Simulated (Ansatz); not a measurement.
Free-standing chains of the atoms of Ca, named by their start (strip: triangular double chain, ladder: square double chain); atoms and period are relaxed, and energies count from relaxed bulk Ca (Im-3m, not its usual structure, 40.40 Å³/atom, gap on the mesh 0.00 eV).

These are results of DFT PBEsol, scalar-relativistic, plane waves, PAW in Ansatz 0.2.0, not measurements.

Cutoff 420 eV; k points 1×1×10 on the computed 4-atom cell (Γ-centred); Gaussian smearing, width 0.05 eV; collinear spin from starting moments 0.5 0.5 0.5 0.5 μB.

Start (ladder chain):

```xyz
4
Lattice="12.5000 0.0000 0.0000 0.0000 9.3000 0.0000 0.0000 0.0000 6.7389" Properties=species:S:1:pos:R:3 pbc="T T T"
Ca    4.4810    4.6500    0.0000
Ca    4.4810    4.6500    3.3695
Ca    8.0190    4.6500    0.0000
Ca    8.0190    4.6500    3.3695
```

Q: What does the relaxation give?

A: The free energy falls by 75 meV/atom.

```
excess energy (eV per host atom) : 1.374
period (Å)                       : 7.480
gap on the mesh (eV)             : 0
size of the moment (μB per cell) : 0.78
```

Relaxed structure:
```
CELL_PARAMETERS angstrom
12.50000 0.00000 0.00000
0.00000 9.30000 0.00000
0.00000 0.00000 7.48001
ATOMIC_POSITIONS crystal
Ca 0.35905 0.50000 0.00000
Ca 0.35905 0.50000 0.50000
Ca 0.64095 0.50000 0.00000
Ca 0.64095 0.50000 0.50000
```

Each run keeps its start's symmetry and one magnetic start, so lower states can exist.

Time: 2.1 min on 2 threads of Intel(R) Xeon(R) Platinum 8488C (Sapphire Rapids), on a shared host, peak memory 1 GiB.